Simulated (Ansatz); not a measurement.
ZrS2:
Space group P-3m1 (No. 164); a = b = 3.680 Å, c = 5.933 Å, α = β = 90.00°, γ = 120.00°

```json
[
 {"atom": "Zr", "site": "1a", "symmetry": "-3m.", "x": "0.0000", "y": "0.0000", "z": "0.0000"},
 {"atom": "S", "site": "2d", "symmetry": "3m.", "x": "0.3333", "y": "0.6667", "z": "0.2424"}
]
```

Relaxed with r²SCAN+D4.

**Question.** Which orbitals make up the states near the band edges in the program Ansatz at the r²SCAN+D4 level (PAW)?

**Answer.** Top 1 eV of the valence band: S 3p 92 %, Zr 4d 5 %. Bottom 1 eV of the conduction band: Zr 4d 77 %, S 3p 17 %. Projections are on Löwdin-orthogonalised atomic valence shells; empty p or d shells of many metals are not among them.

**Question.** Tabulate the density of states.

**Answer.** States/eV per cell of 3 atoms, in 0.25 eV bins, energy from the valence-band maximum.

```tsv
E (eV)	total	S 3p	Zr 4d	S 3s
-7.85	0.00	0.00	0.00	0.00
-7.60	0.00	0.00	0.00	0.00
-7.35	0.00	0.00	0.00	0.00
-7.10	0.00	0.00	0.00	0.00
-6.85	0.00	0.00	0.00	0.00
-6.60	0.00	0.00	0.00	0.00
-6.35	0.00	0.00	0.00	0.00
-6.10	0.00	0.00	0.00	0.00
-5.85	0.00	0.00	0.00	0.00
-5.60	0.00	0.00	0.00	0.00
-5.35	0.00	0.00	0.00	0.00
-5.10	0.00	0.00	0.00	0.00
-4.85	0.00	0.00	0.00	0.00
-4.60	0.06	0.04	0.02	0.00
-4.35	1.14	0.73	0.27	0.02
-4.10	1.74	1.15	0.40	0.03
-3.85	3.42	2.35	0.78	0.06
-3.60	2.86	2.05	0.64	0.05
-3.35	3.39	2.53	0.64	0.06
-3.10	3.50	2.36	0.86	0.12
-2.85	3.50	2.26	1.11	0.03
-2.60	4.79	3.24	1.35	0.08
-2.35	3.58	2.65	0.73	0.09
-2.10	3.77	2.82	0.73	0.12
-1.85	2.19	1.70	0.36	0.07
-1.60	2.33	1.99	0.23	0.04
-1.35	3.60	3.16	0.31	0.04
-1.10	2.90	2.55	0.25	0.03
-0.85	2.21	2.01	0.14	0.02
-0.60	1.72	1.58	0.10	0.01
-0.35	0.96	0.90	0.03	0.00
-0.10	0.34	0.33	0.01	0.00
0.15	0.00	0.00	0.00	0.00
0.40	0.00	0.00	0.00	0.00
0.65	0.00	0.00	0.00	0.00
0.90	0.00	0.00	0.00	0.00
1.15	0.00	0.00	0.00	0.00
1.40	0.67	0.13	0.50	0.01
1.65	1.54	0.30	1.13	0.03
1.90	2.62	0.41	2.06	0.03
2.15	2.51	0.41	1.98	0.02
2.40	1.65	0.23	1.35	0.00
2.65	1.01	0.20	0.77	0.00
2.90	1.51	0.34	1.11	0.00
3.15	2.40	0.50	1.80	0.01
3.40	3.55	0.54	2.90	0.01
3.65	4.77	0.56	4.01	0.01
3.90	1.76	0.20	1.47	0.00
4.15	0.00	0.00	0.00	0.00
4.40	0.00	0.00	0.00	0.00
4.65	0.22	0.06	0.13	0.02
4.90	2.69	0.78	1.46	0.14
5.15	3.89	1.24	2.08	0.12
5.40	3.08	1.05	1.64	0.09
5.65	1.51	0.47	0.82	0.08
5.90	1.22	0.32	0.65	0.11
6.15	2.17	0.53	1.10	0.21
```

Symmetry was held in the r²SCAN+D4 relaxation. No spin polarisation was allowed. Scalar-relativistic: spin–orbit coupling is off unless named, which matters more the heavier the elements.

Potentials: the later of the program's two PAW sets.
